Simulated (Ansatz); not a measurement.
# Calculated ²⁰⁹Bi nuclear quadrupole resonance for Bi2S3

Cell: a COD entry (listed for 5.9 GPa), ions relaxed with PBE at fixed cell.

Space group Pnma (No. 62); a = 10.7580, b = 3.8833, c = 10.6500 Å.

```csv
site,Wyckoff,site symmetry,x,y,z
Bi1,4c,.m.,0.9952,0.2500,0.6773
Bi5,4c,.m.,0.3239,0.2500,0.4719
S9,4c,.m.,0.0511,0.2500,0.1288
S13,4c,.m.,0.3757,0.2500,0.0584
S17,4c,.m.,0.2228,0.2500,0.7985
```

One atom of each set is listed.

Computed with Ansatz: DFT, r2SCAN, plane waves and PAW, scalar-relativistic, 500 eV cutoff, Γ-centred 3×7×3 k-points, Fermi–Dirac smearing 0.02 eV.

²⁰⁹Bi: I = 9/2, Q = -516.0 mb (year-2017 value). Static lattice, zero field.

**Question.** At which frequencies do the ²⁰⁹Bi NQR lines lie?

**Answer.** For I = 9/2 and η = 0 the lines are |C_Q|/24 times 1, 2, 3 and 4; η shifts the lowest up most.

| site | atoms | V_zz (10²¹ V/m²) | C_Q (MHz) | η | line frequencies (MHz) |
| --- | --- | --- | --- | --- | --- |
| Bi1 | 4 | -1.96 | 24.4 | 0.15 | 1.21, 1.98, 3.04, 4.06 |
| Bi5 | 4 | -11.99 | 150 | 0.14 | 7.30, 12.2, 18.6, 24.9 |

At this cell the r2SCAN pressure is 7 GPa, so with r2SCAN the cell would grow if it were relaxed. Spin–orbit coupling is left out, which shifts gradients on Bi by a few per cent, and by more where contributions nearly cancel. Newer work puts Q(²⁰⁹Bi) near −420 mb, which would lower these couplings by about a fifth.
